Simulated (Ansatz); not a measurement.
A geometry of SnO2 away from equilibrium: step 3 of the relaxation of a generated cell, SnO2 built in the baddeleyite structure type. Method: r2SCAN (plane waves to 500 eV, PAW, scalar-relativistic; Ansatz, a first-principles code). Γ-centred k-mesh 4×4×4 on the run's cell (coarser than for final values), Fermi–Dirac smearing 0.05 eV. The plane waves were selected for a different cell earlier on the path.

```xyz
12
Lattice="5.1243 0.0000 0.0499 0.0000 5.1076 0.0000 -0.7977 0.0000 5.2005" Properties=species:S:1:pos:R:3 pbc="T T T"
Sn     1.2223     0.1688     1.0738
Sn     3.5032     2.7226     1.5764
Sn     3.1043     4.9387     4.1767
Sn     0.8234     2.3850     3.6741
O      0.1195     1.6952     1.8191
O      4.6059     4.2490     0.8311
O      4.2071     3.4123     3.4314
O     -0.2793     0.8585     4.4193
O      1.9199     3.8692     2.4899
O      2.8056     1.3154     0.1602
O      2.4067     1.2384     2.7605
O      1.5210     3.7922     5.0902
```

**Question.** What forces act on the atoms (eV/Å)?

**Answer.** 
```csv
atom,Fx,Fy,Fz
Sn1,0.10,-0.23,-0.11
Sn2,-0.10,-0.23,0.11
Sn3,-0.10,0.23,0.11
Sn4,0.10,0.23,-0.11
O5,0.03,-0.06,0.01
O6,-0.03,-0.06,-0.01
O7,-0.03,0.06,-0.01
O8,0.03,0.06,0.01
O9,-0.22,-0.06,-0.27
O10,0.22,-0.06,0.27
O11,0.22,0.06,0.27
O12,-0.22,0.06,-0.27
```

The path ends in Pbcn (No. 60). No spin polarisation in the result.

The run could not lose the symmetry of its start; a randomly shaken copy of 12 atoms returns to this structure.

The first start was generated by placing the elements on the sites of a structure type. Materials Project lists a structure of SnO2 in the same space group, Pbcn (No. 60); the sites were not compared with it, nor with measured phases. Known forms of SnO2 include space group No. 136.
